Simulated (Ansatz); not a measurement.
Values for one crystal, relaxed and computed with DFT-PBEsol in the program Ansatz with PAW potentials; other levels are named.

```yaml
volume_per_atom: 33.20 Å³
electronic_character: metallic (no gap)
highest_zone_centre_frequency: 2.03 THz
zone_centre_stability: no imaginary mode at Γ
Density of states at the Fermi level: 0.59 states/eV per atom (mean over ±0.08 eV)
mechanical_stability: stable (all eigenvalues of C positive)
Poisson's ratio: 0.35
```

**Question.** Pick the material that matches.
(A) V, bcc (W type)
(B) Cr, bcc (W type)
(C) Bi, P4/nmm (Bi on 2c)
(D) Co, hcp (Mg type)

**Answer.** C, Bi, P4/nmm (Bi on 2c)

The workflow started from a Materials Project entry (that database holds measured and hypothetical structures alike); the Crystallography Open Database copy checked does not list it. It is not the phase usual at ambient conditions (space group No. 166). Symmetry was held in the PBEsol relaxation. As this level gives no gap, phonon frequencies hold no LO–TO term and depend on the k-mesh and smearing (Fermi–Dirac, 0.1 eV here). Spin–orbit coupling is left out wherever it is not named.

Potentials: the earlier of the program's two PAW sets.
